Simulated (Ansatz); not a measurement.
The cell of NaTe2 is invented: Na between sheets of the Se type, stage 1 (C2/m, No. 12) (host Te; sites filled 2 of 4). A sheet's type names the database crystal that the layer was cut from. Lengths were set from tabulated atomic sizes, so they are only a guess.

```
CELL_PARAMETERS angstrom
3.09208 -3.09208 0.00000
3.09208 3.09208 0.00000
-1.54604 0.00000 4.42587
ATOMIC_POSITIONS crystal
Na 0.00000 0.00000 0.50000
Te 0.50000 0.00000 0.00000
Te 0.00000 0.50000 0.00000
```

All numbers below come from DFT PBE, scalar-relativistic, plane waves, PAW in Ansatz 0.2.0. Cutoff 420 eV, Gaussian smearing, Γ-centred meshes. Cell and atoms relax first on a coarse mesh and then on a finer one. In between, the cell is made exact in the group found at 0.06 Å. In metals the finer mesh still leaves noise of several meV/atom or more. The steps can't lower the symmetry of their start. No spin polarisation.

A guess keeps its type if space group and coordination stay and the shape of the cell changes little (axis ratios within about 15 %, angles within 6°); the volume may change.

Problem. Does it keep its structure type, or change into something else?

Solution. It doesn't keep its type. The symmetry goes from C2/m (No. 12) to P4/mmm (No. 123). The volume per atom grows by 19.2 %, from 28.2 to 33.6 Å³. The shortest distance goes from 2.81 Å (Na–Te) to 3.18 Å (Te–Te). Counting neighbours within 15 % of an atom's shortest distance, the start has Na 4, Te 6 and the end Na 8, Te 8. In detail, at the end Na has 8 Te at 3.36 Å; Te has 4 Te at 3.18 Å and 4 Na at 3.36 Å.

```xyz
3
Lattice="4.4968 0.0000 0.0000 0.0000 4.4968 0.0000 0.0000 0.0000 4.9895" Properties=species:S:1:pos:R:3 pbc="T T T"
Na    0.0000    0.0000    2.4947
Te    2.2484    0.0000    0.0000
Te    0.0000    2.2484    0.0000
```

Energies over the elements count from the elements' standard structures at the same level, with no fitted energy shifts.

Problem. At what energy does it end?

Solution. −0.46 eV/atom. Whether it is stable depends on the other phases of the system, which aren't compared here.

The last run used a 10×10×10 mesh for its 3-atom cell and Gaussian smearing of 0.10 eV. These runs have no spin–orbit coupling, which can matter for Te. An odd number of electrons in the primitive cell allows no gap without spin; a larger cell or a magnetic state could open one. The cell is a metal run without spin; a magnetic state may lie lower. The reference form of Te is held partly by dispersion forces, which this level lacks. A later test with randomly moved atoms led to a structure 9 meV/atom lower, so this end is a saddle point or a shallow minimum.
